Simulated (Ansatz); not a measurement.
**What a change of settings does: GaAs (zincblende type)**

First run: DFT, LDA, PAW with Ansatz's default frozen-core files, scalar-relativistic (Ansatz 0.2.0).

Command: `ansatz run input.yaml --threads 2 --pin off --max-ram 4096MiB --backend cpu --events-out ev --progress --plain --runs-dir out` It took 3 s on 2 threads of Intel(R) Xeon(R) Platinum 8488C (Sapphire Rapids), on a shared host, peak memory 0.38 GiB.

```yaml
crystal:
  lattice:
    - [-2.8015228648, 2.8015228648, 0.0]
    - [0.0, 0.0, 5.6030457296]
    - [2.8015228648, 2.8015228648, 0.0]
  atoms:
    - { symbol: Ga, position: [0.0, 0.0, 0.0] }
    - { symbol: Ga, position: [0.5, 0.5, 0.5] }
    - { symbol: As, position: [0.0, 0.25, 0.5] }
    - { symbol: As, position: [0.5, 0.75, 0.0] }
kpoints:
  mp_grid: { grid: [7, 5, 7] }
scf:
  occupations: { method: fermi_dirac, width: 0.02 }
hamiltonian:
  xc: lda
  pseudopotentials: { kind: paw }
output:
  forces: true
  stress: true
  eigenvalues: true
```

The cell comes from a relaxation on PAW files under the same functional, begun from a prototype that needn't be the stable phase.

This run: bulk in the slab's orientation.

It converges in 7 SCF iterations at a pressure of -0.01 GPa, cutoff 420 eV.

The input is then changed:

```diff
   occupations: { method: fermi_dirac, width: 0.02 }
+  mixing: { preconditioner: kerker_dos }
 hamiltonian:
   eigenvalues: true
+accuracy: high
```

Question: What does the second run give?

Answer: It converges in 8 SCF iterations at a pressure of -0.01 GPa, cutoff 420 eV, free energy 0.0 meV/atom against the first run's.
